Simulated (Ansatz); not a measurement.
GeSe:
```cif
data_GeSe
_chemical_formula_sum 'Ge1 Se1'
_space_group_name_H-M_alt 'P 1'
_space_group_IT_number 1
_cell_length_a 3.68709
_cell_length_b 3.68709
_cell_length_c 3.63576
_cell_angle_alpha 90.000
_cell_angle_beta 90.000
_cell_angle_gamma 120.000
loop_
_space_group_symop_operation_xyz
  'x, y, z'
loop_
_atom_site_label
_atom_site_type_symbol
_atom_site_fract_x
_atom_site_fract_y
_atom_site_fract_z
_atom_site_occupancy
Ge1 Ge 0.00000 0.00000 0.00000 1
Se1 Se 0.66667 0.33333 0.50000 1
```

Relaxed with PBEsol.

Question: Decompose the optical modes at the zone centre into irreducible representations, and say which are infrared and Raman allowed.

Answer: Point group -6m2: Γ_opt = A2'' + E'. Infrared: A2'', E'. Raman: E'.

Question: Assign frequencies (DFPT, PBEsol in the plane-wave PAW code Ansatz).

Answer: A2'' 118i, E' 118 cm⁻¹.

Space group P-6m2. The cell is a constructed one: a structure type filled with these elements; neither database checked (COD, Materials Project) lists it. It is not the phase usual at ambient conditions (space group No. 62). The PBEsol relaxation kept the symmetry of its start. At this level the phase is dynamically unstable (imaginary phonons). As this level gives no gap, phonon frequencies hold no LO–TO term and depend on the k-mesh and smearing (Fermi–Dirac, 0.1 eV here).

Potentials: the later of the program's two PAW sets.
